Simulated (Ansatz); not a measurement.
MgS: strain and displacement

```
CELL_PARAMETERS angstrom
0.00000 2.60165 2.60165
2.60165 0.00000 2.60165
2.60165 2.60165 0.00000
ATOMIC_POSITIONS crystal
Mg 0.00000 0.00000 0.00000
S 0.50000 0.50000 0.50000
```

Atoms are numbered in the order listed.

The cell is COD entry 9008672, as deposited and not checked against the literature; nothing was relaxed.

Level of theory: Ansatz 0.2.0, DFT, PBEsol, PAW with Ansatz's default frozen-core files, scalar-relativistic.

Settings: a Γ-centred 10×10×10 k mesh, Fermi–Dirac smearing of 0.03 eV, cutoff 420 eV, no spin polarisation; the PAW files were made with PBE, and the program remakes their frozen cores for this functional.

The unchanged cell is at -0.94 GPa.

Semilocal functionals give too small gaps.

x, y and z are the Cartesian axes of the cell as listed; fractional coordinates follow a strain, and an engineering shear is twice the off-diagonal strain component.

Vzz stands for the principal value of largest size of the field-gradient tensor, whatever its axis.

With equal xy, yz and zx engineering shear strains of -2 %: energy change +3.4 meV/atom; stress change (xx, yy, zz, yz, xz, xy) 0.02, 0.02, 0.02, 1.04, 1.04, 1.04 GPa, compression positive; Vzz in 10²¹ V/m²: Mg1 0 → 0.10 (η = 0.00), S2 0 → -1.10 (η = 0.00); gap on the k mesh 2.70 → 2.51 eV.

Question: With this change (equal xy, yz and zx engineering shear strains of -1 %), what becomes of the energy and stress and field gradients and gap?

Answer: Energy change +0.9 meV/atom; stress change (xx, yy, zz, yz, xz, xy) 0.01, 0.01, 0.01, 0.53, 0.53, 0.53 GPa, compression positive; Vzz in 10²¹ V/m²: Mg1 0 → 0.05 (η = 0.00), S2 0 → -0.56 (η = 0.00); gap on the k mesh 2.70 → 2.61 eV.

Question: With this change (equal xy, yz and zx engineering shear strains of +1 %), what becomes of the energy and stress and field gradients and gap?

Answer: Energy change +0.9 meV/atom; stress change (xx, yy, zz, yz, xz, xy) 0.01, 0.01, 0.01, -0.54, -0.54, -0.54 GPa, compression positive; Vzz in 10²¹ V/m²: Mg1 0 → -0.05 (η = 0.00), S2 0 → 0.57 (η = 0.00); gap on the k mesh 2.70 → 2.65 eV.

Question: With this change (equal xy, yz and zx engineering shear strains of +2 %), what becomes of the energy and stress and field gradients and gap?

Answer: Energy change +3.5 meV/atom; stress change (xx, yy, zz, yz, xz, xy) 0.02, 0.02, 0.02, -1.10, -1.10, -1.10 GPa, compression positive; Vzz in 10²¹ V/m²: Mg1 0 → -0.10 (η = 0.00), S2 0 → 1.15 (η = 0.00); gap on the k mesh 2.70 → 2.59 eV.
